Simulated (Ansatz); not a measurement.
LiPS3: a ladder of calculations

Cell of run 1: a structure deposited in the COD, atoms as given.

```cif
data_LiPS3
_symmetry_space_group_name_H-M 'C2/m'
_symmetry_Int_Tables_number 12
_cell_length_a 11.1156
_cell_length_b 7.0070
_cell_length_c 6.5251
_cell_angle_alpha 90.000
_cell_angle_beta 125.572
_cell_angle_gamma 90.000
loop_
_atom_site_label
_atom_site_type_symbol
_atom_site_symmetry_multiplicity
_atom_site_Wyckoff_symbol
_atom_site_fract_x
_atom_site_fract_y
_atom_site_fract_z
Li Li 4 g 0.5000 0.7407 0.0000
P P 4 i 0.1539 0.0000 0.5806
S5 S 4 h 0.5000 0.2788 0.5000
S7 S 4 i 0.1978 0.0000 0.3261
S9 S 4 i 0.3192 0.0000 0.9385
```

One atom of each set is listed; the run and its k-mesh use a cell of 10 atoms with edges of 6.57, 6.57, 6.53 Å.

Relaxed positions (PBE, cell held):

Li (0.5000, 0.7408, 0.0000)
P (0.1535, 0.0000, 0.5781)
S5 (0.5000, 0.2759, 0.5000)
S7 (0.1972, 0.0000, 0.3187)
S9 (0.3228, 0.0000, 0.9408)

All runs are DFT with Ansatz 0.2.0 (plane waves and PAW, scalar-relativistic unless spin–orbit coupling is named, Γ-centred meshes, Fermi–Dirac smearing where given) in this cell.

Run 1: PBE, atoms as given; 420 eV, 5×5×5 k-points, smearing 0.02 eV.
Run 2: PBE, atoms relaxed; 420 eV, 5×5×5 k-points, smearing 0.02 eV.
Run 3: r2SCAN, at the relaxed atoms; 500 eV, 5×5×5 k-points, smearing 0.02 eV.

```json
{"run": "1", "S5 V_zz (η)": "-20.1 (0.64)", "S7 V_zz (η)": "18.72 (0.07)", "S9 V_zz (η)": "18.64 (0.14)"}
{"run": "2", "S5 V_zz (η)": "-20.7 (0.59)", "S7 V_zz (η)": "19.78 (0.06)", "S9 V_zz (η)": "19.94 (0.12)"}
{"run": "3", "S5 V_zz (η)": "?", "S7 V_zz (η)": "?", "S9 V_zz (η)": "?"}
```

V_zz in 10²¹ V/m²; 3 of the 5 sets of like atoms are followed.

Q: Estimate the row of run 3.

A: S5: -20.9 (0.60); S7: 20.00 (0.06); S9: 20.1 (0.12). It lies nearest to run 2, from whose tensors on these sites it differs by 0.27 at most (largest principal value of the difference, on S5). Taken one at a time, the positions of the atoms (as given or relaxed) move the tensors on these sites by up to 1.30 (largest principal value of the change, on S9), the functional (r2SCAN with its higher cutoff) by 0.27 (S5).

In runs 1, 3 the atoms aren't at the calculated equilibrium (largest force 0.77, 0.36 eV/Å).
